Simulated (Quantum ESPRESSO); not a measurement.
# Strain and stress in AlGaIn2P4

The results below are calculated, not measured. They come from pw.x of Quantum ESPRESSO 7.5, a plane-wave density functional program, with PseudoDojo standard norm-conserving files (v0.5 for PBE, v0.4.1 for LDA and PBEsol). The cells are made up: elements, strain and atom displacements were drawn at random, and nothing was relaxed. There is no spin polarisation, spin-orbit coupling or dispersion term.

The cell has 8 sites of a zincblende or diamond lattice. Sites 1 to 4 hold Al Ga In In; sites 5 to 8 hold P P P P. Cell vectors in Å: (5.619, -0.060, -0.077); (-0.060, 5.568, 0.054); (-0.078, 0.054, 5.604). Settings: PBE, cutoff 1088 eV, 4 x 4 x 4 k mesh shifted by half a step, Fermi-Dirac smearing of 0.025 eV.

Each run adds the same strain along x and y to one cell, with the atoms carried along; the vectors above are those of run 4. Stress is positive in tension and P is minus a third of its trace. E is the free energy for each atom above the lowest run shown.

```
run  strain (%)  s_xx (GPa)  s_yy (GPa)  s_zz (GPa)  s_xy (GPa)  P (GPa)  E (meV/atom)
  1       -2.35      -16.18      -15.48      -14.22       -5.64    15.29        127.22
  2       -1.23      -13.19      -12.62      -11.82       -5.06    12.54         84.32
  3       -0.73      -11.94      -11.43      -10.83       -4.82    11.40         67.86
  4        0.41       -9.27       -8.88       -8.74       -4.29     8.96         35.80
  5        0.66       -8.71       -8.35       -8.32       -4.19     8.46         29.81
  7        2.22       -5.50       -5.29       -5.88       -3.55     5.56          0.00
  6        1.99           ?           ?           ?           ?        ?             ?
```

A rerun of one of these cells at 1377 eV and k mesh 6 x 6 x 6 moved values by no more than 0.008 eV in the cell's energy, 0.02 GPa in stress and 0.002 eV/Å in force.

## Worked fit

A parabola through the six runs shown gives s_xx = -10.20 + 2.32 e - 0.094 e² GPa, with e in per cent and a scatter of 0.01 GPa. The slope is a stiffness of 232 ± 1 GPa for each unit of this strain at e = 0, the sum of the responses of s_xx to strain along x and along y. The atoms are clamped, and relaxing them would in general lower it. The error is the larger of the fit's own and the change that a cubic makes, rounded up.

## Withheld run

Question: what s_xx should run 6 give?

The fit gives -5.96 GPa. The calculation gave -5.94 GPa.

| run | strain (%) | s_xx (GPa) | s_yy (GPa) | s_zz (GPa) | s_xy (GPa) | P (GPa) | E (meV/atom) |
| --- | --- | --- | --- | --- | --- | --- | --- |
| 6 | 1.99 | -5.94 | -5.72 | -6.21 | -3.64 | 5.96 | 3.60 |